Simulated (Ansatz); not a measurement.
# Structures of SnSe: which is lowest?

Plane-wave DFT in Ansatz with scalar-relativistic PAW potentials, cutoff 420 eV, Γ-centred meshes chosen by cell and gap, Gaussian smearing with energies taken to zero width. Every cell was relaxed (cell and atoms) in a run of its own, within the symmetry of its start. Functional: LDA.

Relaxed structures (starts from databases or built by putting these elements on another compound's sites):
A. Pnma, 8 atoms in the computed cell, a = 11.312 Å, b = 4.113 Å, c = 4.323 Å; sites (symmetry × multiplicity) Sn .m. × 4, Se .m. × 4; start: database
B. P4/nmm, 4 atoms in the computed cell, a = 4.190 Å, c = 10.980 Å; sites (symmetry × multiplicity) Sn 4mm × 2, Se 4mm × 2; start: database
C. Fm-3m, 2 atoms in the computed cell, a = 5.893 Å; sites (symmetry × multiplicity) Sn m-3m × 4, Se m-3m × 4; start: database

Rank them by energy. Could pressure change the order?

```tsv
structure	group	E − E(lowest) (meV/atom)	V (Å³/atom)	gap on mesh (eV)
C	Fm-3m	0.0	25.58	0.78
A	Pnma	1.9	25.14	0.43
B	P4/nmm	130	48.19	1.46
```

C and A are level within the 2 meV/atom that separate runs leave open. The two lowest differ in volume by under 3 %, too little for a first-order estimate of what pressure does to that pair (other pairs aren't weighed here). Other structures may lie lower than all of these, and vibrations aren't counted.